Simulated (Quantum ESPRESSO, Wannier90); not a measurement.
Wannierisation of Te2Pd (P-3m1)

```yaml
crystal:
  lattice:
    - [4.07009, 0.00000, 0.00000]
    - [-2.03504, 3.52480, 0.00000]
    - [0.00000, 0.00000, 5.23308]
  atoms:
    - { symbol: Te, position: [0.33333, 0.66667, 0.26109] }
    - { symbol: Te, position: [0.66667, 0.33333, 0.73891] }
    - { symbol: Pd, position: [0.00000, 0.00000, 0.00000] }
```

Structure: Materials Project mp-782, symmetrised, not relaxed again. COD (Crystallography Open Database) has an entry of this formula and space group (matched by these alone). Method: PBEsol plane waves in Quantum ESPRESSO 7.5 (PseudoDojo norm-conserving files, 66 Ry, no spin polarisation, no spin-orbit coupling), Bloch states on a 6×6×4 mesh through Γ, Wannier90 4.0.1. Density: 12×12×6 mesh, cold smearing 0.01 Ry. The cell is built of weakly bound layers, chains or molecules, whose nearest atoms lie 3.43 Å apart. Database cells relaxed without dispersion often hold them too far apart, which can enlarge gaps and weakens couplings between them; spacing and stacking were not compared with the measured crystal. Spin-orbit coupling is left out although heavy elements are present.

Base run: 17 functions from bands 1-4,15-37 of the 37 computed, start hydrogen-like Te: s;p; Pd: s;p;d, centres 0.05 Å off the atoms, frozen window up to 1.50 eV relative to the Fermi level, outer window open. Bands 5–14 (Te 4d 100 %) lie between the kept ones and are excluded. One thing is changed at a time; window edges are relative to the Fermi level. The misfit compares interpolated bands with pw.x on a high-symmetry path, for states up to 1.0 eV relative to the Fermi level. Converged means that the tolerances were met: symmetric starts can stop on a saddle, which shows as a larger Ω_OD at equal Ω_I and can move the misfit too.

Question: Which of these settings interpolates worst among those that finish?
A) outer window to 7.32 eV
B) no frozen window
C) frozen window to 0.50 eV
D) base
E) frozen window to 1.00 eV
F) frozen window to 2.50 eV

Answer: B, no frozen window. The whole sweep:

| setting | functions | frozen to (eV) | Ω_I (Å²) | Ω_D (Å²) | Ω_OD (Å²) | rms misfit (meV) | worst (meV) | ended |
|---|---|---|---|---|---|---|---|---|
| base | 17 | 1.50 | 16.91 | 0.02 | 3.68 | 5.8 | 57 | converged |
| frozen window to 1.00 eV | 17 | 1.00 | 16.52 | 0.02 | 3.56 | 7.0 | 94 | converged |
| frozen window to 0.50 eV | 17 | 0.50 | 15.98 | 0.02 | 3.43 | 23 | 236 | converged |
| frozen window to 2.50 eV | 17 | 2.50 | 17.26 | 0.02 | 3.83 | 5.8 | 58 | converged |
| frozen window to 3.66 eV | 17 | 3.66 | – | – | – | – | – | stops: too many frozen states |
| no frozen window | 17 | none | 11.67 | 0.00 | 3.23 | 392 | 1644 | converged |
| outer window to 7.32 eV | 17 | 1.50 | 17.03 | 0.02 | 3.72 | 5.7 | 57 | converged |
| outer window to 1.32 eV | 17 | 1.50 | – | – | – | – | – | stops: too few bands in the window |
